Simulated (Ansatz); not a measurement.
The start is a randomly generated symmetric cell of TePb (space group No. 69). Cell shape, volume and atoms are optimised at zero target pressure with PBE (plane waves to 420 eV, PAW, scalar-relativistic; Ansatz, a quantum-chemistry and plane-wave program). First-step values are on the input's coarse k-mesh.

Ansatz input (later rounds restart from its end on a renewed k-mesh):
Ansatz 0.2 input:
```yaml
crystal:
  lattice:
    - [0, 3.9043644, 4.477861]
    - [2.8823771, 0, 4.477861]
    - [2.8823771, 3.9043644, 0]
  atoms:
    - { symbol: Pb, position: [0, 0, 0] }
    - { symbol: Te, position: [0.5, 0.5, 0.5] }
basis: { ecutwfc: 420, ecutrho_ratio: 4, xc_grid: 2, fft_grid_basis: typed }
kpoints: { mp_grid: { grid: [6, 6, 6] } }
hamiltonian:
  xc: pbe
  dispersion: none
  pseudopotentials: { azcp: { folder: ./paw }, kind: paw }
scf: { occupations: { method: fermi_dirac, width: 0.05 } }
relax: { f_tol: 0.01, max_steps: 100, cell: { stress_tol: 0.02 } }
output: { forces: true, stress: true }
```

Task: What symmetry does the relaxed structure have?

Result: The space group goes from Fmmm (No. 69) to Fm-3m (No. 225); the end is rock salt type, with 2 atoms in the primitive cell.

Task: How does the volume change?

Result: -29.7 %, from 50.39 to 35.45 Å³/atom.

Task: How do the shortest distances between atoms change?

Result: The closest pairs of elements (up to four, under 3.6 Å), start → end: Pb–Te 2.88 → 3.28 Å.

Task: What band gap does the relaxed structure have at this level?

Result: 0.83 eV, direct at L (no spin-orbit coupling).

Task: What does it relax into? Give the structure.

Result: 
Space group Fm-3m (No. 225); a = b = c = 6.5698 Å, α = β = γ = 90.00°

| atom | site | symmetry | x | y | z |
|---|---|---|---|---|---|
| Pb | 4a | m-3m | 0.0000 | 0.0000 | 0.0000 |
| Te | 4b | m-3m | 0.5000 | 0.5000 | 0.5000 |
(The calculation used a cell of 2 atoms; values per cell refer to that cell.)

Final values are on a 9×9×9 k-mesh of the relaxed cell. No spin polarisation in the result. Spin-orbit coupling is missing; with elements this heavy it can move band edges by tenths of an eV or more.

The run could not lose the symmetry of its start.

All atoms sit on sites fixed by symmetry, so only the cell could relax.
